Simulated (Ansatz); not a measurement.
Ge3C3N8 on the sites of β-Si3N4 (relaxed group P-6), relaxed with r2SCAN. The symmetry is P-6 (No. 174, hexagonal); conventional cell a = 7.213 Å, c = 2.767 Å, 8.91 Å³ an atom. Ge is surrounded by 4 N at 1.78–1.88 Å; C is surrounded by 4 N at 1.41–1.63 Å; N is surrounded by 3 Ge at 1.80 Å; N is surrounded by 3 C at 1.47 Å; N is surrounded by 2 C at 1.63 Å and 1 Ge at 1.88 Å; N is surrounded by 1 C at 1.41 Å and 2 Ge at 1.78 Å.

```cif
data_structure
_symmetry_space_group_name_H-M 'P-6'
_symmetry_Int_Tables_number 174
_cell_length_a 7.2127
_cell_length_b 7.2127
_cell_length_c 2.7673
_cell_angle_alpha 90.000
_cell_angle_beta 90.000
_cell_angle_gamma 120.000
_cell_volume 124.68
loop_
_atom_site_label
_atom_site_type_symbol
_atom_site_symmetry_multiplicity
_atom_site_Wyckoff_symbol
_atom_site_fract_x
_atom_site_fract_y
_atom_site_fract_z
_atom_site_occupancy
Ge1 Ge 3 k 0.22937 0.84738 0.50000 1
C1 C 3 j 0.43403 0.24792 0.00000 1
N1 N 1 d 0.33333 0.66667 0.50000 1
N2 N 1 e 0.66667 0.33333 0.00000 1
N3 N 3 k 0.94882 0.61355 0.50000 1
N4 N 3 j 0.29322 0.02471 0.00000 1
```

4 runs of the plane-wave code Ansatz on this cell differ in the functional (and in the settings that go with it). Levels are in eV from each run's valence top; v1 is the last filled band, c1 the first empty one.

Run A, mean stress -3.2 GPa (compression positive):
```tsv
point	v2	v1	c1	c2
Γ	-0.21	-0.04	3.26	3.57
M	-0.23	-0.01	3.56	3.67
K	-0.24	0.00	3.70	3.72
A	-1.71	-1.35	4.56	4.56
```

Run B, mean stress -3.3 GPa (compression positive):
```tsv
point	v2	v1	c1	c2
Γ	-0.20	-0.04	4.02	4.33
M	-0.22	-0.01	4.33	4.44
K	-0.23	0.00	4.47	4.49
A	-1.72	-1.36	5.32	5.32
```

Run C, mean stress 0.0 GPa (compression positive):
```tsv
point	v2	v1	c1	c2
Γ	-0.26	-0.04	2.16	2.47
M	-0.28	-0.01	2.47	2.55
K	-0.28	0.00	2.58	2.63
A	-1.62	-1.27	3.67	3.67
```

Run D, mean stress +6.4 GPa (compression positive):
```tsv
point	v2	v1	c1	c2
Γ	-0.31	-0.04	1.84	2.11
M	-0.30	-0.01	2.13	2.20
K	-0.32	0.00	2.22	2.27
A	-1.57	-1.24	3.23	3.23
```

Task: Match the runs to PBE, r2SCAN, HSE06, PBE0.

Result: A is HSE06, B is PBE0, C is r2SCAN, D is PBE. In order of the gap: PBE 1.84, r2SCAN 2.16, HSE06 3.26, PBE0 4.02 eV. The stress vanishes for r2SCAN, which relaxed the cell.

The calculation is spin-unpolarised, and the structure need not be a phase that has been made.

Spin-orbit coupling is left out.

The program warns that its thresholds are loose for a hybrid's stress.

The meshes of the hybrids are coarse, so their gaps aren't converged to the digits shown.
